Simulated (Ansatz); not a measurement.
Relaxed Al$_{2}$Cu (Al2Cu type, space group I4/mcm):

```
Al2Cu
1.0
   -3.02971     3.02971     2.43697
    3.02971    -3.02971     2.43697
    3.02971     3.02971    -2.43697
Al Cu
4 2
Direct
  0.65828   0.15828   0.81655
  0.84172   0.65828   0.50000
  0.15828   0.34172   0.50000
  0.34172   0.84172   0.18345
  0.25000   0.25000   0.00000
  0.75000   0.75000   0.00000
```

Calculation: PBE (plane waves to 420 eV, PAW, scalar-relativistic; Ansatz, an electronic-structure program). k mesh 10×10×10 (Γ-centred), Fermi-Dirac smearing 0.05 eV. With partly filled bands, energies and forces of such displacements shift with the k mesh and the smearing. Al2Cu is run without spin polarisation. Al2Cu was relaxed with its symmetry unable to fall. The PAW data are Ansatz's earlier set.

One atom of the cell was then moved (with its periodic images), all else fixed, and the forces (eV/Å) came out as:

```
atom      Fx      Fy      Fz
----  ------  ------  ------
Al1    2.274   0.413   0.000
Al2   -0.392   0.128   0.000
Al3   -0.230   0.057   0.000
Al4   -0.950  -1.299   0.000
Cu5   -0.351   0.351   0.229
Cu6   -0.351   0.351  -0.229
```

Task: Which atom was moved, and by which vector (Å)?

Result: Al1, by (-0.47, 0.00, 0.00), 0.47 Å in all.

(A displaced cell: forces are minus the slopes of the energy, force constants its curvatures, and phonons follow from these.)
